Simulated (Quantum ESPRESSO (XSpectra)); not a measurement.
Quantum ESPRESSO (XSpectra) run for X-ray absorption at the Ge K edge of In₂Ge₂O₇ (C2/m). Geometry: Materials Project entry mp-5280 (a computed structure). The cell is the entry's, not relaxed again. The ground-state test found a gap, so occupations are fixed and the excited electron is left out (charged cell on a uniform background); energies count from the highest occupied level. pw.x input:

```
&CONTROL
  calculation = 'scf'
  prefix = 'x'
  pseudo_dir = './pseudo'
  outdir = './out'
/
&SYSTEM
  ibrav = 0
  nat = 33
  ntyp = 4
  ecutwfc = 70
  input_dft = 'PZ'
  tot_charge = 1
  occupations = 'fixed'
/
&ELECTRONS
  conv_thr = 3.3e-07
  mixing_beta = 0.4
/
ATOMIC_SPECIES
Geh 72.630 Ge.lda-tm-gipaw-star1s.UPF
In 114.818 In.upf
Ge 72.630 Ge.lda-tm-gipaw.UPF
O 15.999 O.lda-tm-gipaw.UPF
CELL_PARAMETERS angstrom
   5.636966000    0.000000000    4.838060000
   4.415479000   -4.418230000   -4.838060000
   4.415479000    4.418230000   -4.838060000
ATOMIC_POSITIONS crystal
In     0.333333333    0.973686667    0.359646667
In     0.666666667    0.640353333    0.026313333
In     0.000000000    0.307020000    0.692980000
In     0.333333333    0.359646667    0.973686667
In     0.666666667    0.026313333    0.640353333
In     1.000000000    0.692980000    0.307020000
Geh    0.708213333    0.057686667    0.057686667
Ge     0.041546667    0.724353333    0.724353333
Ge     0.374880000    0.391020000    0.391020000
Ge     0.291786667    0.942313333    0.942313333
Ge     0.625120000    0.608980000    0.608980000
Ge     0.958453333    0.275646667    0.275646667
O      0.230423333    0.174936667    0.843816667
O      0.563756667    0.841603333    0.510483333
O      0.897090000    0.508270000    0.177150000
O      0.769576667    0.825063333    0.156183333
O      0.102910000    0.491730000    0.822850000
O      0.436243333    0.158396667    0.489516667
O      0.769576667    0.156183333    0.825063333
O      0.102910000    0.822850000    0.491730000
O      0.436243333    0.489516667    0.158396667
O      0.230423333    0.843816667    0.174936667
O      0.563756667    0.510483333    0.841603333
O      0.897090000    0.177150000    0.508270000
O      0.166666667    0.833333333    0.833333333
O      0.500000000    0.500000000    0.500000000
O      0.833333333    0.166666667    0.166666667
O      0.515330000    0.894400000    0.894400000
O      0.848663333    0.561066667    0.561066667
O      0.181996667    0.227733333    0.227733333
O      0.484670000    0.105600000    0.105600000
O      0.818003333    0.772266667    0.772266667
O      0.151336667    0.438933333    0.438933333
K_POINTS automatic
2 2 2 0 0 0
```

xspectra.x input:

```
&input_xspectra
  calculation = 'xanes_dipole'
  edge = 'K'
  prefix = 'x'
  outdir = './out'
  xonly_plot = .false.
  xiabs = 1
  xcoordcrys = .false.
  xepsilon(1) = 1.0
  xepsilon(2) = 0.0
  xepsilon(3) = 0.0
  xniter = 1500
  xcheck_conv = 50
  xerror = 0.002
  x_save_file = 'x0.sav'
/
&plot
  xnepoint = 451
  xemin = -5.0
  xemax = 40.0
  xgamma = 1.5
  terminator = .true.
  cut_occ_states = .true.
/
&pseudos
  filecore = 'core.wfc'
/
&cut_occ
  cut_desmooth = 0.1
  cut_stepl = 0.01
  cut_ierror = 1e-6
/
2 2 2 1 1 1
```

End of the pw.x output:

```
   -10.7297 -10.6308 -10.5641 -10.4503 -10.3773  -6.8626  -6.7386  -6.7219
    -6.7112  -6.6745  -6.6512  -6.6338  -6.6283  -6.6117  -6.5805  -6.5655
    -6.5560  -6.5370  -6.5236  -6.5005  -6.4938  -6.4882  -6.4504  -6.4427
    -6.4305  -6.4181  -6.4087  -6.3475  -6.3216  -6.2968  -6.2187  -6.2154
    -6.1445  -6.0874  -6.0826  -4.4313  -2.6677  -2.3958  -1.3778  -0.6542
    -0.5275  -0.2656   0.0285   0.1616   0.2609   0.2972   0.4806   0.5672
     0.6199   0.9449   1.1346   1.6742   1.7020   1.7067   1.8663   2.1071
     2.1441   2.1694   2.2487   2.3166   2.3732   2.5616   2.6177   2.7011
     2.9389   3.0841   3.1265   3.2282   3.3692   3.4164   3.4583   3.6555
     3.7159   3.7574   3.7928   4.0676   4.1715   4.2136   4.3431   4.5084
     4.5306   4.5540   4.5837   4.7231   4.7987   4.8312   4.8797   4.8898
     4.9708   4.9996   5.0183   5.0558   5.1661   5.2807   5.3335   5.3784
     5.4257   5.5102

     highest occupied level (ev):     5.5407

!    total energy              =   -1669.73986697 Ry
     estimated scf accuracy    <       0.00000011 Ry

     The total energy is the sum of the following terms:
     one-electron contribution =    -540.29758157 Ry
     hartree contribution      =     426.88309265 Ry
     xc contribution           =    -549.95409743 Ry
     ewald contribution        =   -1006.37128062 Ry

     convergence has been achieved in  13 iterations

     XML data file, charge density, pseudopotentials, collected wavefunctions
```

xspectra.x output, shortened:

```
... Begin STEP 1 ...

        Radial transition matrix element(s) used in the calculation of the
        initial vector of the Lanczos basis (|tilde{phi}_abs> normalized)
        | For PAW proj. (l=1) #1: radial matrix element =   0.003719043
        | For PAW proj. (l=1) #2: radial matrix element =   0.004609486

NB: the     2 k-point are not all listed below because npool=  4
        |-------------------------------------------------------------
        ! k-point #     1:  ( 0.3695,  0.0000, -0.0466),  0.2500,   1
        |-------------------------------------------------------------
 okvan= F
        |   Norm of the initial Lanczos vector: 0.29639825E-02
        !   => CONVERGED at iter    400 with error=  0.00177911
        |-------------------------------------------------------------
        ! k-point #     2:  ( 0.5542,  0.4203, -0.2619),  0.2500,   1
        |-------------------------------------------------------------
 okvan= F
        |   Norm of the initial Lanczos vector: 0.29639822E-02
        !   => CONVERGED at iter    350 with error=  0.00168429

     Results of STEP 1 successfully written in x_save_file
     x_save_file name:
     ->  x0.sav
     x_save_file version:  2

     ... End STEP 1 ...

     ... Begin STEP 2 ...

     The spectrum is calculated using the following parameters:
        energy-zero of the spectrum [eV]:    5.5407
        the occupied states are elimintate from the spectrum

        ...
... Begin STEP 2 ...

     The spectrum is calculated using the following parameters:
        energy-zero of the spectrum [eV]:    5.5407
        the occupied states are elimintate from the spectrum
        xemin [eV]:  -5.00
        xemax [eV]:  40.00
        xnepoint:  451
        constant broadening parameter [eV]:    1.500
        Core level energy [eV]: -0.1110E+05
         (from electron binding energy of neutral atoms in X-ray data booklet)

     Cross-section successfully written in xanes.dat

     ... End STEP 2 ...

     xanes        :     12.73s CPU     12.89s WALL (       1 calls)

     -------------------------------------------------------------------------
                                END JOB XSpectra
     -------------------------------------------------------------------------
```

xanes.dat for the field along x, every fifth line (energy in eV, cross section):

```
   -5.000   6.6370e-05
   -4.500   7.1760e-05
   -4.000   7.7890e-05
   -3.500   8.4930e-05
   -3.000   9.3060e-05
   -2.500   1.0250e-04
   -2.000   1.1370e-04
   -1.500   1.2700e-04
   -1.000   1.4290e-04
   -0.500   1.6250e-04
    0.000   1.8660e-04
    0.500   2.1730e-04
    1.000   2.5680e-04
    1.500   3.0880e-04
    2.000   3.7820e-04
    2.500   4.7080e-04
    3.000   5.9490e-04
    3.500   7.6140e-04
    4.000   9.7930e-04
    4.500   1.2480e-03
    5.000   1.5510e-03
    5.500   1.8480e-03
    6.000   2.0750e-03
    6.500   2.1660e-03
    7.000   2.1160e-03
    7.500   1.9890e-03
    8.000   1.8160e-03
    8.500   1.6180e-03
    9.000   1.4320e-03
    9.500   1.2600e-03
   10.000   1.0990e-03
   10.500   9.5740e-04
   11.000   8.3610e-04
   11.500   7.3550e-04
   12.000   6.5910e-04
   12.500   6.0710e-04
   13.000   5.7700e-04
   13.500   5.6420e-04
   14.000   5.6020e-04
   14.500   5.5830e-04
   15.000   5.6110e-04
   15.500   5.7810e-04
   16.000   6.1250e-04
   16.500   6.5800e-04
   17.000   7.0790e-04
   17.500   7.5640e-04
   18.000   8.0010e-04
   18.500   8.4450e-04
   19.000   8.9430e-04
   19.500   9.4700e-04
   20.000   1.0010e-03
   20.500   1.0500e-03
   21.000   1.0680e-03
   21.500   1.0480e-03
   22.000   1.0150e-03
   22.500   9.8110e-04
   23.000   9.4150e-04
   23.500   8.9640e-04
   24.000   8.5700e-04
   24.500   8.2430e-04
   25.000   7.8890e-04
   25.500   7.5010e-04
   26.000   7.1560e-04
   26.500   6.8620e-04
   27.000   6.5850e-04
   27.500   6.3620e-04
   28.000   6.2670e-04
   28.500   6.3080e-04
   29.000   6.4080e-04
   29.500   6.4520e-04
   30.000   6.3500e-04
   30.500   6.0970e-04
   31.000   5.7970e-04
   31.500   5.5640e-04
   32.000   5.4200e-04
   32.500   5.3170e-04
   33.000   5.2100e-04
   33.500   5.1200e-04
   34.000   5.0690e-04
   34.500   5.0420e-04
   35.000   5.0160e-04
   35.500   4.9760e-04
   36.000   4.8970e-04
   36.500   4.7470e-04
   37.000   4.5520e-04
   37.500   4.3700e-04
   38.000   4.2250e-04
   38.500   4.1040e-04
   39.000   3.9850e-04
   39.500   3.8720e-04
   40.000   3.7940e-04
```
